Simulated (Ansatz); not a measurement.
BAs:
```yaml
crystal:
  lattice:
    - [3.32864, 0.00000, 0.00000]
    - [-1.66432, 2.88269, 0.00000]
    - [0.00000, 0.00000, 5.51322]
  atoms:
    - { symbol: B, position: [0.33333, 0.66667, 0.37453] }
    - { symbol: B, position: [0.66667, 0.33333, 0.87453] }
    - { symbol: As, position: [0.33333, 0.66667, 0.00047] }
    - { symbol: As, position: [0.66667, 0.33333, 0.50047] }
```

x, y and z are the axes in which the lattice vectors are written.

Give the proper piezoelectric stress tensor with relaxed ions from the program Ansatz at the LDA level (PAW).

In C/m², rows x, y, z, Voigt columns; mesh uncertainty up to 0.01.
```
 0.00   0.00   0.00   0.00  -0.12   0.00
 0.00   0.00   0.00  -0.12   0.00   0.00
-0.16  -0.16   0.32   0.00   0.00   0.00
```

The elastic tensor of the same run (GPa):

```
 348  61.3  28.6   0.0   0.0   0.0
61.3   348  28.6   0.0   0.0   0.0
28.6  28.6   394   0.0   0.0   0.0
 0.0   0.0   0.0   112   0.0   0.0
 0.0   0.0   0.0   0.0   112   0.0
 0.0   0.0   0.0   0.0   0.0   143
```

Convert to strain constants d = e·S.

In pC/N:
```
 0.0   0.0   0.0   0.0  -1.1   0.0
 0.0   0.0   0.0  -1.1   0.0   0.0
-0.5  -0.5   0.9   0.0   0.0   0.0
```

Space group P6_3mc (wurtzite). The workflow started from a Materials Project entry (that database holds measured and hypothetical structures alike); the Crystallography Open Database copy checked does not list it. It is not the phase usual at ambient conditions (space group No. 216). The cell was relaxed with LDA under the symmetry of its start; its stability against distortions is not shown here. Signs of piezoelectric constants follow the polarity of the cell as given.

Potentials: the earlier of the program's two PAW sets. The files were generated under PBE; for other functionals the program regenerates the frozen cores, and for LDA and PBEsol the local potential too.
